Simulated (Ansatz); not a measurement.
Ru (dhcp (α-La type), P6_3/mmc) at seven volumes, PBE (plane waves, PAW; program Ansatz), shape and atoms relaxed at each. One row is withheld.

```
V (Å³/atom)  P (GPa)
-----------  -------
12.578             ?
12.993         22.12
13.408         10.10
13.822          0.00
14.237         -8.47
14.652        -15.56
15.066        -21.47
```

Problem. Fit the shown pressures and predict the withheld one.

Solution. P = (3/2)B₀(x^(7/2) − x^(5/2))[1 + (3/4)(B′ − 4)(x − 1)] with x = (V₀/V)^(2/3). Least squares on the six rows gives V₀ = 13.822 Å³/atom, B₀ = 307 GPa, B′ = 4.88. At V = 12.578, x = 1.0649 and P = 36.47 GPa. The run itself gave 36.41 GPa.

The start of the workflow was typed in or built on a structure type. Its sites differ from those of the usual phase in this space group: another stacking or structure type. The cell was relaxed with PBE under the symmetry of its start; whether a distortion lowers the energy is not shown. No spin polarisation was allowed.

Potentials: the later of the program's two PAW sets.
